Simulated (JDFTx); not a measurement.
System: Mg(1 0 -1 1) (P6_3/mmc bulk; lattice of mp-153, not re-optimised at this level), 1x1 cell of 8 atoms in 8 planes, area 18.49 Å² a face, 7.7 Å between the outermost planes in a cell 23.7 Å high; k mesh 8×8×1, Fermi width 0.01 Ha, no spin polarisation.

Method: PBE, GBRV ultrasoft potentials, plane waves to 20/100 Ha, in JDFTx (a modified build). Vacuum. The outer atoms relax from bulk positions, keeping the cell's symmetry; the lattice is not PBE's own optimum in this code, and that strain can shift the moves by a few hundredths of an ångström. Input:

```
lattice \
  5.9942491374 2.9971245687 0.0000000000 \
  0.0000000000 11.0153723930 0.0000000000 \
  0.0000000000 0.0000000000 44.7865091536
coords-type Lattice
ion Mg 0.2735014430 0.9529971140 -0.1618656680 1
ion Mg 0.0049937950 0.4900124090 -0.1448271770 1
ion Mg 0.6624555560 0.1750888880 -0.0596347200 0
ion Mg 0.3939479080 0.7121041840 -0.0425962290 0
ion Mg 0.0514096680 0.3971806630 0.0425962290 0
ion Mg 0.7829020200 0.9341959590 0.0596347200 0
ion Mg 0.4403637810 0.6192724380 0.1448271770 1
ion Mg 0.1718561330 0.1562877340 0.1618656680 1
ion-species pseudo/mg_pbe_v1.4.upf
elec-cutoff 20 100
elec-ex-corr gga-PBE
coulomb-interaction Slab 001
coulomb-truncation-embed 0 0 0
kpoint-folding 8 8 1
elec-smearing Fermi 0.01
lcao-params 10
elec-n-bands 55
electronic-scf nIterations 100 energyDiffThreshold 1e-07
ionic-minimize nIterations 10 energyDiffThreshold 1e-5 knormThreshold 4e-4
dump-name vac.$VAR
dump End State Ecomponents EigStats BandEigs Forces ElecDensity IonicPositions Fillings Kpoints Dtot
```

Problem. How far do the free atoms of the upper face move along the normal, and how much energy is released?

Solution. Mg (atom 8) 0.04 Å, Mg (atom 7) 0.07 Å (positive: outward). The free energy falls by 0.011 eV per cell, 5 mJ/m².
